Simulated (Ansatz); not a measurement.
AlPt$_{3}$ (Cu3Au type, space group No. 221) at seven volumes, plane-wave PAW LDA (Ansatz code), scaled uniformly. One row is withheld.

| V (Å³/atom) | P (GPa) |
|---|---|
| 12.975 | ? |
| 13.403 | 19.39 |
| 13.831 | 8.82 |
| 14.258 | 0.00 |
| 14.686 | -7.36 |
| 15.114 | -13.48 |
| 15.542 | -18.56 |

Fit the shown pressures and predict the withheld one.

Third-order Birch–Murnaghan: P = (3/2)B₀(x^(7/2) − x^(5/2))[1 + (3/4)(B′ − 4)(x − 1)] with x = (V₀/V)^(2/3). Least squares on the six rows gives V₀ = 14.258 Å³/atom, B₀ = 268.0 GPa, B′ = 5.08. At V = 12.975, x = 1.0649 and P = 32.12 GPa. The run itself gave 32.07 GPa.

Space group Pm-3m (Cu3Au type). The first step of the workflow began from a Materials Project structure, measured or hypothetical; the Crystallography Open Database copy checked does not list it. Whether it is the stable phase at ambient conditions was not checked. Symmetry was held in the LDA relaxation; whether a distortion lowers the energy is not shown. The run is not spin-polarised. Scalar-relativistic: spin–orbit coupling is off unless named, which matters more the heavier the elements.

Potentials: the later of the program's two PAW sets.
